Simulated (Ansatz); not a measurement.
Input deck for Ansatz 0.2.0, then the block of the output on the nuclei.

The cell is a computed structure from the Materials Project (it need not be an observed phase), atoms as given.

```yaml
crystal:
  lattice:
    - [4.6495452258, 2.6844161877, 7.5408778133]
    - [-4.6495452258, 2.6844161877, 7.5408778133]
    - [0.0, -5.3688323754, 7.5408778133]
  atoms:
    - { symbol: Na, position: [0.8849448, 0.62138454, 0.23420827] }
    - { symbol: Na, position: [0.62138454, 0.23420827, 0.8849448] }
    - { symbol: Na, position: [0.23420827, 0.8849448, 0.62138454] }
    - { symbol: Na, position: [0.3849448, 0.73420827, 0.12138454] }
    - { symbol: Na, position: [0.73420827, 0.12138454, 0.3849448] }
    - { symbol: Na, position: [0.12138454, 0.3849448, 0.73420827] }
    - { symbol: Na, position: [0.49316666, 0.49316666, 0.49316666] }
    - { symbol: Na, position: [0.99316666, 0.99316666, 0.99316666] }
    - { symbol: "Y", position: [0.65153512, 0.65153512, 0.65153512] }
    - { symbol: "Y", position: [0.15153512, 0.15153512, 0.15153512] }
    - { symbol: Zn, position: [0.34382843, 0.34382843, 0.34382843] }
    - { symbol: Zn, position: [0.84382843, 0.84382843, 0.84382843] }
    - { symbol: P, position: [0.55586713, 0.95410649, 0.24559873] }
    - { symbol: P, position: [0.95410649, 0.24559873, 0.55586713] }
    - { symbol: P, position: [0.24559873, 0.55586713, 0.95410649] }
    - { symbol: P, position: [0.05586713, 0.74559873, 0.45410649] }
    - { symbol: P, position: [0.74559873, 0.45410649, 0.05586713] }
    - { symbol: P, position: [0.45410649, 0.05586713, 0.74559873] }
    - { symbol: O, position: [0.52406929, 0.11720283, 0.28014278] }
    - { symbol: O, position: [0.11720283, 0.28014278, 0.52406929] }
    - { symbol: O, position: [0.28014278, 0.52406929, 0.11720283] }
    - { symbol: O, position: [0.02406929, 0.78014278, 0.61720283] }
    - { symbol: O, position: [0.78014278, 0.61720283, 0.02406929] }
    - { symbol: O, position: [0.61720283, 0.02406929, 0.78014278] }
    - { symbol: O, position: [0.4770101, 0.89348181, 0.71691295] }
    - { symbol: O, position: [0.89348181, 0.71691295, 0.4770101] }
    - { symbol: O, position: [0.71691295, 0.4770101, 0.89348181] }
    - { symbol: O, position: [0.9770101, 0.21691295, 0.39348181] }
    - { symbol: O, position: [0.21691295, 0.39348181, 0.9770101] }
    - { symbol: O, position: [0.39348181, 0.9770101, 0.21691295] }
    - { symbol: O, position: [0.43262357, 0.22575283, 0.583533] }
    - { symbol: O, position: [0.22575283, 0.583533, 0.43262357] }
    - { symbol: O, position: [0.583533, 0.43262357, 0.22575283] }
    - { symbol: O, position: [0.93262357, 0.083533, 0.72575283] }
    - { symbol: O, position: [0.083533, 0.72575283, 0.93262357] }
    - { symbol: O, position: [0.72575283, 0.93262357, 0.083533] }
    - { symbol: O, position: [0.57792485, 0.78062103, 0.40608478] }
    - { symbol: O, position: [0.78062103, 0.40608478, 0.57792485] }
    - { symbol: O, position: [0.40608478, 0.57792485, 0.78062103] }
    - { symbol: O, position: [0.07792485, 0.90608478, 0.28062103] }
    - { symbol: O, position: [0.90608478, 0.28062103, 0.07792485] }
    - { symbol: O, position: [0.28062103, 0.07792485, 0.90608478] }
kpoints:
  mp_grid: { grid: [3, 3, 3] }
scf:
  occupations: { method: fermi_dirac, width: 0.02 }
hamiltonian:
  xc: pbe
  pseudopotentials: { kind: paw }
output:
  forces: true
  stress: true
  populations: true
  efg:
    quadrupole_moments_barn: { Na: 0.104, Zn: 0.122, O: -0.02558 }
    contact_densities: true
  write_density: true
  write_potential: true
  elf: true
  volumetric_format: npy
```

```sh
ansatz run input.yaml --threads 1 --pin off --max-ram 2560MiB --backend cpu --events-out ev --progress --plain --runs-dir out
```

Of the output, the block on the nuclei alone is shown; the set-up, the SCF iterations, energies, forces and stress are cut. One atom of each set with nearly equal values is shown.

```
--- PAW observables at the nuclei: V_zz in 10²¹ V/m², potentials from the cell's mean, atoms counted from 1 ---
  atom   1  Na V_zz =    -0.703739   η = 0.7165   by run symmetry: allowed   C_q = -1.7697 MHz
            electrostatic potential = -977.598397 V   contact ρ = 5903.942556 e/Å³
  atom   7  Na V_zz =    -0.867969   η = 0.0000   by run symmetry: allowed   C_q = -2.1827 MHz
            electrostatic potential = -977.505487 V   contact ρ = 5903.951607 e/Å³
  atom   9  Y  V_zz =    +5.145498   η = 0.0000   by run symmetry: allowed
            electrostatic potential = -5711.187797 V   contact ρ = 443892.340005 e/Å³
  atom  11  Zn V_zz =    +2.720764   η = 0.0000   by run symmetry: allowed   C_q = +8.0261 MHz
            electrostatic potential = -3940.635072 V   contact ρ = 166575.843784 e/Å³
  atom  13  P  V_zz =    +0.829298   η = 0.7371   by run symmetry: allowed
            electrostatic potential = -1488.835108 V   contact ρ = 16007.762578 e/Å³
  atom  19  O  V_zz =   +10.280285   η = 0.1875   by run symmetry: allowed   C_q = -6.3586 MHz
            electrostatic potential = -620.385282 V   contact ρ = 2156.239916 e/Å³
  atom  25  O  V_zz =    +8.304707   η = 0.0900   by run symmetry: allowed   C_q = -5.1366 MHz
            electrostatic potential = -620.367508 V   contact ρ = 2156.088979 e/Å³
  atom  31  O  V_zz =    +9.171118   η = 0.1486   by run symmetry: allowed   C_q = -5.6725 MHz
            electrostatic potential = -620.466906 V   contact ρ = 2156.436964 e/Å³
  atom  37  O  V_zz =    +8.726105   η = 0.1287   by run symmetry: allowed   C_q = -5.3973 MHz
            electrostatic potential = -620.238640 V   contact ρ = 2155.938165 e/Å³
```

The run took 1.8 min of wall time (1.7 min of CPU time) and 1.4 GiB at its peak, on 1 thread of Intel Xeon Platinum 8488C (Sapphire Rapids) (x86_64; 64 cores open to the job, memory cap 2.5 GiB, no GPU), a shared host with a load of 0.6 a core.

The largest force is 0.3 eV/Å, so the atoms aren't at the calculated equilibrium and relaxing them would move these values. Without spin–orbit coupling (the program notes it for Y) the gradients are little affected as a rule: paired runs on crystals with a gap mostly move them by under 2 % at such atoms.
